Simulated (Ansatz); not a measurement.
AlN (wurtzite)

```
CELL_PARAMETERS angstrom
      6.21340     0.00000     0.00000
     -1.55335     2.69048     0.00000
      0.00000     0.00000     4.97846
ATOMIC_POSITIONS crystal
  Al 0.16667 0.66667 0.99659
  Al 0.66667 0.66667 0.99659
  Al 0.33333 0.33333 0.49659
  Al 0.83333 0.33333 0.49659
  N  0.16667 0.66667 0.37821
  N  0.66667 0.66667 0.37821
  N  0.33333 0.33333 0.87821
  N  0.83333 0.33333 0.87821
```

The atoms are displaced by Q × the pattern below (from a DFPT mode at M = (0.5, 0.0, 0.0), largest move 1; Q in Å), at fixed cell. (q is in reciprocal vectors of the primitive cell; the cell shown is doubled to hold the pattern.)

```
atom       x       y       z
----  ------  ------  ------
Al1   -0.212  -0.122  -0.150
Al2    0.212   0.122   0.150
Al3    0.212   0.122  -0.150
Al4   -0.212  -0.122   0.150
N5     0.859   0.496   0.123
N6    -0.859  -0.496  -0.123
N7    -0.859  -0.496   0.123
N8     0.859   0.496  -0.123
```

Level of theory: r2SCAN (plane waves to 500 eV, PAW, scalar-relativistic; Ansatz, a first-principles code). k mesh 6×12×7 (Γ-centred), Fermi-Dirac smearing 0.05 eV. The energy includes the smearing's −TS. Stress and pressure are positive under compression. AlN was relaxed with its symmetry unable to fall. ΔE is measured from the undisplaced structure.

```tsv
Q (Å)	ΔE (meV/cell)	P (GPa)	−dE/dQ from forces (eV/Å)
-0.180	2203	7.7	25.407
-0.150	1512	5.3	20.691
-0.120	959	3.4	16.245
-0.090	535	1.9	12.008
-0.060	237	0.8	7.922
-0.030	59	0.2	3.937
0.000	0	0.0	0.000
0.030	59	0.2	-3.937
0.060	237	0.8	-7.922
0.090	535	1.9	-12.008
0.120	959	3.4	-16.245
0.150	1512	5.3	-20.691
0.180	2203	7.7	-25.407
```

Derived quantities:

* **Energy at Q = 0.180 Å**: 2203 meV/cell
* **Space group of the distorted cell**: Pmn2_1 (No. 31), lowered from P6_3mc
* **Symmetry of the curve**: even: the same for both signs
* **Shape of the curve**: a single well with its minimum at or next to zero displacement
* **Harmonic wavenumber from the curvature (finite differences)**: 741 cm⁻¹
* **Wavenumber by perturbation theory (DFPT, on another k mesh)**: 741 cm⁻¹

The 13 points together took around 9 core-minutes (rough).

(For displaced atoms, the force is minus the slope of the energy, and its curvature is a force constant, which sets phonon frequencies.)
